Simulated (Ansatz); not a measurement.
Starting cell, BP (zinc blende):

```yaml
crystal:
  lattice:
    - [0.00000, 2.26828, 2.26828]
    - [2.26828, 0.00000, 2.26828]
    - [2.26828, 2.26828, 0.00000]
  atoms:
    - { symbol: P, position: [0.75000, 0.75000, 0.75000] }
    - { symbol: B, position: [0.00000, 0.00000, 0.00000] }
```

In this cell atom 1 (P, nearest neighbour B at 1.964 Å; its periodic images, 3.2 Å or more away, move with it) is moved by u·(1.000, 0.000, 0.000) + v·(0.000, 0.000, 1.000); the rest is frozen.

These are r2SCAN (plane waves to 500 eV, PAW, scalar-relativistic; Ansatz, a program for electronic structure) values and carry that method's errors. k mesh 10×10×10 (Γ-centred), Fermi-Dirac smearing 0.05 eV. E stands for the smeared free energy. As the smearing reaches across the gap at some points, energies and forces of such displacements shift with the k mesh and the smearing. BP was relaxed with its symmetry unable to fall. The last digit holds for this mesh only.

Changes of ΔE (meV/cell) from the point u = 0.000 Å, v = 0.000 Å when one coordinate moves alone (two changes are said to add if the coupling is within 5 % of the smaller one, nearly so within 20 %):

| point | change |
|---|---|
| u = 0.000 Å, v = -0.290 Å | 779.7 |
| u = 0.000 Å, v = -0.145 Å | 204.7 |
| u = -0.290 Å, v = 0.000 Å | 779.7 |
| u = -0.145 Å, v = 0.000 Å | 204.7 |
| u = 0.145 Å, v = 0.000 Å | 204.7 |
| u = 0.290 Å, v = 0.000 Å | 779.7 |
| u = 0.000 Å, v = 0.145 Å | 204.7 |
| u = 0.000 Å, v = 0.290 Å | 779.7 |

Problem. What is the change at u = 0.145 Å, v = 0.145 Å, where both move, and how far is it from the sum?

Solution. The sum of the single changes is 204.7 + (204.7) = 409.4; the calculation gives 413.7, so they add (within 5 % of the smaller single change).

Problem. Do the two effects add at u = -0.290 Å, v = -0.145 Å? Give the computed change.

Solution. The sum of the single changes is 779.7 + (204.7) = 984.4; the calculation gives 997.2, so the coupling contributes 12.8 (under 20 % of the smaller single change, nearly additive).

Problem. What is the change at u = -0.290 Å, v = -0.290 Å, where both move, and how far is it from the sum?

Solution. The sum of the single changes is 779.7 + (779.7) = 1559.4; the calculation gives 1613.3, so the coupling contributes 53.9 (under 20 % of the smaller single change, nearly additive).

(For displaced atoms, the force is minus the slope of the energy, and its curvature is a force constant, which sets phonon frequencies.)
